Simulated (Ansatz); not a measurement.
Below is a relaxed structure of MnSi4. The cell was found from a structure generator's guess, not taken from experiment.

These are results of Ansatz, DFT PBE, scalar-relativistic, plane waves, PAW, not measurements. Cutoff 420 eV, Γ-centred mesh, Gaussian smearing, collinear spin.

```cif
data_structure
_symmetry_space_group_name_H-M 'P 1'
_symmetry_Int_Tables_number 1
_cell_length_a 4.5889
_cell_length_b 4.5889
_cell_length_c 4.5889
_cell_angle_alpha 109.471
_cell_angle_beta 109.471
_cell_angle_gamma 109.471
_cell_volume 74.39
loop_
_atom_site_label
_atom_site_type_symbol
_atom_site_fract_x
_atom_site_fract_y
_atom_site_fract_z
_atom_site_occupancy
Mn1 Mn 0.00000 0.00000 0.00000 1
Si1 Si 0.50000 0.50000 0.50000 1
Si2 Si 0.00000 0.00000 0.50000 1
Si3 Si 0.00000 0.50000 0.00000 1
Si4 Si 0.50000 0.00000 0.00000 1
```

Energies over the elements count from the elements' standard structures at the same level, with no fitted energy shifts.

Problem. What space group does it have?

Solution. Im-3m (No. 229). Conventional cell: a = 5.299 Å. Mn is surrounded by 8 Si at 2.29 Å; Si is surrounded by 2 Mn at 2.29 Å and 6 Si at 2.65 Å.

Problem. What is its formation energy per atom?

Solution. +0.11 eV/atom. The separate elements lie lower, so it is unstable against them.

Problem. Is it a metal?

Solution. Yes, bands cross the Fermi level on the 10×10×10 mesh.

Problem. Which magnetic moments does it keep?

Solution. 0.26 μB per atom net, the space between the atoms included; by site: Mn 1.1 μB.

The last run used collinear spin, a 10×10×10 mesh for its 5-atom cell and Gaussian smearing of 0.10 eV. Another magnetic order may lie lower. A structure relaxed within its symmetry needn't be a true minimum.
